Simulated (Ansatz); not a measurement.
NbRu (CsCl type, space group No. 221) under volume change, PBEsol in the plane-wave PAW code Ansatz, scaled uniformly.

```tsv
V (Å³/atom)	E − E(relaxed) (meV/atom)	P (GPa)
14.077	117.4	29.32
14.541	49.3	17.97
15.005	11.7	8.28
15.469	0.0	0.00
15.933	10.5	-7.06
16.397	39.9	-13.08
16.861	85.4	-18.19
```

**Question.** What does a third-order Birch–Murnaghan fit give for V₀, B₀ and B′?

**Answer.** V₀ = 15.47 Å³/atom, B₀ = 254 GPa, B′ = 4.3.

Space group Pm-3m (CsCl type). The workflow started from an entry of the Crystallography Open Database (COD), which files this formula under 2 space groups. Its standing as an ambient phase is unchecked. Symmetry was held in the PBEsol relaxation. At this level the phase is mechanically unstable. No spin polarisation was allowed.

Potentials: the later of the program's two PAW sets.
